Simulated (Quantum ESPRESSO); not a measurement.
## Al7InAs8 (input and log of a self-consistent run)

Computed values, not a measurement. The program is pw.x of Quantum ESPRESSO 7.5 (plane-wave density functional theory). The cell is made up: 16 atoms on a doubled zincblende/diamond lattice, with randomly drawn elements, strain and displacements, not relaxed. PseudoDojo standard norm-conserving files (v0.5 for PBE, v0.4.1 for LDA and PBEsol) set the functional; there is no spin polarisation, spin-orbit coupling or dispersion term, and the masses in the input are unused placeholders.

Input:

```
&control calculation='scf', pseudo_dir='./dojo.nc.sr.pbe.v0_5.standard.upf', outdir='./o', disk_io='low', tprnfor=.true., tstress=.true. /
&system ibrav=0, nat=16, ntyp=3, nbnd=83, ecutwfc=84.00895049, nosym=.true., tot_charge=0,
 occupations='smearing', smearing='fd', degauss=0.0018374661
/
&electrons conv_thr=7.350e-09, electron_maxstep=60, /
ATOMIC_SPECIES
Al 1.0 Al.upf
As 1.0 As.upf
In 1.0 In.upf
CELL_PARAMETERS angstrom
5.6642 0.0 0.0
0.0 5.6642 0.0
0.0 0.0 11.3285
ATOMIC_POSITIONS angstrom
Al -0.0395 0.214 -0.0741
Al -0.1159 2.6845 2.7657
Al 2.7512 0.0557 2.9572
Al 2.8075 3.0452 -0.1672
Al 0.0432 0.0014 5.7602
Al -0.0379 2.8487 8.3491
Al 2.8152 -0.0981 8.5952
In 2.7168 2.8776 5.7265
As 1.2937 1.6587 1.4641
As 1.2531 4.1451 4.3476
As 4.1941 1.5441 4.1633
As 4.2531 4.3017 1.5125
As 1.4388 1.3926 7.224
As 1.4124 4.2566 9.8391
As 4.1673 1.6944 10.0111
As 4.3082 4.3414 7.0936
K_POINTS automatic
4 4 2 1 1 1
```

The log is shortened where brackets say so; the opening notice, blank lines, dates and the lines on written files are dropped, and the path of the files is cut. It prints rydbergs, bohrs and kilobars, and counts compression as positive stress.

```
     Program PWSCF v.7.5
     Parallel version (MPI & OpenMP), running on       4 processor cores
     Number of MPI processes:                 4
     Threads/MPI process:                     1
     [start-up lines left out]
     bravais-lattice index     =            0
     lattice parameter (alat)  =      10.7038  a.u.
     unit-cell volume          =    2452.7098 (a.u.)^3
     number of atoms/cell      =           16
     number of atomic types    =            3
     number of electrons       =       154.00
     number of Kohn-Sham states=           83
     kinetic-energy cutoff     =      84.0090  Ry
     charge density cutoff     =     336.0358  Ry
     scf convergence threshold =      7.3E-09
     mixing beta               =       0.7000
     number of iterations used =            8  plain     mixing
     Exchange-correlation= PBE
                           (   1   4   3   4   0   0   0)
     [axes and pseudopotential details left out]
   Cartesian axes
     site n.     atom                  positions (alat units)
         1        Al     tau(   1) = (  -0.0069736   0.0377812  -0.0130822  )
         2        Al     tau(   2) = (  -0.0204618   0.4739416   0.4882773  )
         3        Al     tau(   3) = (   0.4857173   0.0098337   0.5220861  )
         4        Al     tau(   4) = (   0.4956569   0.5376223  -0.0295187  )
         5        Al     tau(   5) = (   0.0076268   0.0002472   1.0169486  )
         6        Al     tau(   6) = (  -0.0066911   0.5029307   1.4740122  )
         7        Al     tau(   7) = (   0.4970163  -0.0173193   1.5174605  )
         8        In     tau(   8) = (   0.4796441   0.5080329   1.0109989  )
         9        As     tau(   9) = (   0.2283994   0.2928392   0.2584831  )
        10        As     tau(  10) = (   0.2212316   0.7318068   0.7675576  )
        11        As     tau(  11) = (   0.7404576   0.2726069   0.7350199  )
        12        As     tau(  12) = (   0.7508739   0.7594541   0.2670280  )
        13        As     tau(  13) = (   0.2540165   0.2458600   1.2753787  )
        14        As     tau(  14) = (   0.2493556   0.7514918   1.7370679  )
        15        As     tau(  15) = (   0.7357261   0.2991420   1.7674341  )
        16        As     tau(  16) = (   0.7606017   0.7664630   1.2523569  )
     number of k points=    16  Fermi-Dirac smearing, width (Ry)=  0.0018
                       cart. coord. in units 2pi/alat
        k(    1) = (   0.1250000   0.1250000   0.1249989), wk =   0.1250000
        k(    2) = (   0.1250000   0.1250000  -0.1249989), wk =   0.1250000
     [further k points left out]
     Dense  grid:   255097 G-vectors     FFT dimensions: (  64,  64, 125)
     Estimated max dynamical RAM per process >     666.50 MB
     Estimated total dynamical RAM >       2.42 GB
     Initial potential from superposition of free atoms
     starting charge     153.9771, renormalised to     154.0000
     Starting wfcs are  109 randomized atomic wfcs
     total cpu time spent up to now is       12.4 secs
     per-process dynamical memory:   454.0 Mb
     Self-consistent Calculation
     iteration #  1     ecut=    84.01 Ry     beta= 0.70
     Davidson diagonalization with overlap
     ethr =  1.00E-02,  avg # of iterations =  4.0
     Threshold (ethr) on eigenvalues was too large:
     Diagonalizing with lowered threshold
     Davidson diagonalization with overlap
     ethr =  3.60E-04,  avg # of iterations =  2.0
     total cpu time spent up to now is       62.7 secs
     total energy              =   -1862.61645408 Ry
     estimated scf accuracy    <       0.58681576 Ry
     iteration #  2     ecut=    84.01 Ry     beta= 0.70
     Davidson diagonalization with overlap
     ethr =  3.81E-04,  avg # of iterations =  7.8
     total cpu time spent up to now is       89.9 secs
     total energy              =   -1862.62919508 Ry
     estimated scf accuracy    <       0.30576614 Ry
     iteration #  3     ecut=    84.01 Ry     beta= 0.70
     Davidson diagonalization with overlap
     ethr =  1.99E-04,  avg # of iterations =  8.8
     total cpu time spent up to now is      116.1 secs
     total energy              =   -1862.67009009 Ry
     estimated scf accuracy    <       0.45419644 Ry
     iteration #  4     ecut=    84.01 Ry     beta= 0.70
     Davidson diagonalization with overlap
     ethr =  1.99E-04,  avg # of iterations =  7.9
     total cpu time spent up to now is      137.9 secs
     total energy              =   -1862.74289876 Ry
     estimated scf accuracy    <       0.01018006 Ry
     iteration #  5     ecut=    84.01 Ry     beta= 0.70
     Davidson diagonalization with overlap
     ethr =  6.61E-06,  avg # of iterations =  8.5
     total cpu time spent up to now is      163.4 secs
     total energy              =   -1862.74553402 Ry
     estimated scf accuracy    <       0.00449224 Ry
     [iterations 6 to 8 left out]
     iteration #  9     ecut=    84.01 Ry     beta= 0.70
     Davidson diagonalization with overlap
     ethr =  2.47E-08,  avg # of iterations =  2.0
     total cpu time spent up to now is      245.0 secs
     total energy              =   -1862.74635604 Ry
     estimated scf accuracy    <       0.00001730 Ry
     iteration # 10     ecut=    84.01 Ry     beta= 0.70
     Davidson diagonalization with overlap
     ethr =  1.12E-08,  avg # of iterations =  2.8
     total cpu time spent up to now is      262.7 secs
     total energy              =   -1862.74635761 Ry
     estimated scf accuracy    <       0.00000126 Ry
     iteration # 11     ecut=    84.01 Ry     beta= 0.70
     Davidson diagonalization with overlap
     ethr =  8.21E-10,  avg # of iterations =  5.0
     total cpu time spent up to now is      283.6 secs
     total energy              =   -1862.74635801 Ry
     estimated scf accuracy    <       0.00000023 Ry
     iteration # 12     ecut=    84.01 Ry     beta= 0.70
     Davidson diagonalization with overlap
     ethr =  1.52E-10,  avg # of iterations =  2.1
     total cpu time spent up to now is      301.7 secs
     total energy              =   -1862.74635804 Ry
     estimated scf accuracy    <       0.00000002 Ry
     iteration # 13     ecut=    84.01 Ry     beta= 0.70
     Davidson diagonalization with overlap
     ethr =  1.36E-11,  avg # of iterations =  4.9
     total cpu time spent up to now is      322.6 secs
     End of self-consistent calculation
     [lines on levels left out]
!    total energy              =   -1862.74635805 Ry
     estimated scf accuracy    <          3.2E-09 Ry
     smearing contrib. (-TS)   =      -0.00000000 Ry
     internal energy E=F+TS    =   -1862.74635805 Ry
     The total energy is F=E-TS. E is the sum of the following terms:
     one-electron contribution =   -1154.11361173 Ry
     hartree contribution      =     646.54070665 Ry
     xc contribution           =    -435.84340503 Ry
     ewald contribution        =    -919.33004794 Ry
     convergence has been achieved in  13 iterations
     Forces acting on atoms (cartesian axes, Ry/au):
     atom    1 type  1   force =     0.00517076   -0.02817400    0.03821393
     atom    2 type  1   force =    -0.02365802    0.10508865    0.03576050
     atom    3 type  1   force =    -0.02303177   -0.01660780   -0.02794859
     atom    4 type  1   force =    -0.01326603    0.01131974    0.12982300
     atom    5 type  1   force =    -0.00908921    0.04171786   -0.04199121
     atom    6 type  1   force =    -0.00169688    0.00086571    0.04974016
     atom    7 type  1   force =     0.04777872    0.06104584   -0.01042505
     atom    8 type  3   force =     0.05776160   -0.01322269    0.01810616
     atom    9 type  2   force =     0.10928194   -0.08505366   -0.08322819
     atom   10 type  2   force =    -0.04348358    0.07093976   -0.08519869
     atom   11 type  2   force =     0.00459985   -0.08066221    0.06365065
     atom   12 type  2   force =    -0.01975439    0.03130686   -0.04131622
     atom   13 type  2   force =    -0.02027779   -0.05128743    0.01059389
     atom   14 type  2   force =    -0.08741519    0.02242305    0.00268983
     atom   15 type  2   force =     0.03882763   -0.08446424   -0.08136626
     atom   16 type  2   force =    -0.02174765    0.01476455    0.02289611
     Total force =     0.362842     Total SCF correction =     0.000400
     Computing stress (Cartesian axis) and pressure
          total   stress  (Ry/bohr**3)                   (kbar)     P=       65.93
   0.00050216  -0.00014217  -0.00012936           73.87      -20.91      -19.03
  -0.00014217   0.00040805  -0.00005941          -20.91       60.03       -8.74
  -0.00012936  -0.00005941   0.00043425          -19.03       -8.74       63.88
     init_run     :     11.53s CPU     12.18s WALL (       1 calls)
     electrons    :    301.59s CPU    310.29s WALL (       1 calls)
     forces       :      4.11s CPU      4.27s WALL (       1 calls)
     stress       :     12.02s CPU     12.45s WALL (       1 calls)
     [timing details left out]
     PWSCF        :   5m29.50s CPU   5m39.63s WALL
     JOB DONE.
```

In other units: free energy -25343.955 eV for the cell, pressure 6.59 GPa, largest force component 3.338 eV/Å. A rerun of this cell at a cutoff of 1437 eV and k mesh 6 x 6 x 4 moved values by no more than 0.016 eV in energy, 0.02 GPa in stress and 0.003 eV/Å in force.